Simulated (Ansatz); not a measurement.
A: Se (trigonal-Se type, space group P3_121), a = 4.535 Å, b = 4.535 Å, c = 5.041 Å, α = 90.00°, β = 90.00°, γ = 120.00°
B: Ti (hcp, Mg type), a = 2.9390 Å, b = 2.9390 Å, c = 4.6501 Å, α = 90.00°, β = 90.00°, γ = 120.00°
C: CdSe (wurtzite), a = b = 4.3827 Å, c = 7.1545 Å, α = β = 90.00°, γ = 120.00°

Scan: energy against volume (even scaling of the relaxed cell, symmetry kept). All come from one method, each on a k mesh of its own. All were relaxed with their symmetry unable to fall. Ti is run without spin polarisation.

### Question
Order them by bulk modulus at fixed cell shape (fitted) (highest first) at the level PBE (plane waves to 420 eV, PAW, scalar-relativistic; Ansatz, a first-principles code).

### Answer
B (112 GPa), C (44.6 GPa), A (13.8 GPa)

(Under strain, the slope of the energy per volume gives the stress and its curvature an elastic modulus.)
